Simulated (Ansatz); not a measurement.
Strain response of Sb

Theory: DFT r2SCAN, scalar-relativistic, plane waves, PAW in Ansatz 0.2.0. Settings: 500 eV cutoff, 16×16×16 k-mesh, Gaussian smearing of 0.10 eV, no spin polarisation.

Reference structure (relaxed):

```
CELL_PARAMETERS angstrom
3.08753 0.00000 0.00000
0.00000 3.08753 0.00000
0.00000 0.00000 3.08753
ATOMIC_POSITIONS crystal
Sb 0.00000 0.00000 0.00000
```

Deformation: c alone is stretched, the rest of the cell is held and the atoms relax, all within the symmetry that the strain leaves. Energies are extrapolated to zero smearing. Stress is positive in compression, on the Cartesian axes of the cell above. On this cell's mesh the reference holds a stress of up to 0.19 GPa.

A cell with an odd number of electrons and no spin polarisation is a metal by construction and may be lower with spin.

```tsv
strain (%)	ΔE (meV/atom)	a (Å)	b (Å)	c (Å)	σxx (GPa)	σyy (GPa)	σzz (GPa)
-3.0	13.0	3.088	3.088	2.995	0.66	0.66	4.76
-2.0	5.5	3.088	3.088	3.026	0.23	0.23	3.16
-1.0	1.2	3.088	3.088	3.057	-0.04	-0.04	1.46
+0.0	0.0	3.088	3.088	3.088	-0.19	-0.19	-0.19
+1.0	1.8	3.088	3.088	3.118	-0.30	-0.30	-1.70
+2.0	6.3	3.088	3.088	3.149	-0.41	-0.41	-2.99
+3.0	13.1	3.088	3.088	3.180	-0.53	-0.53	-4.10
```

This simple cubic form isn't the element's structure at ambient conditions.

Cost: 7 runs of about 1.9 core-minutes in all, on Arm Neoverse V1 (shared hosts).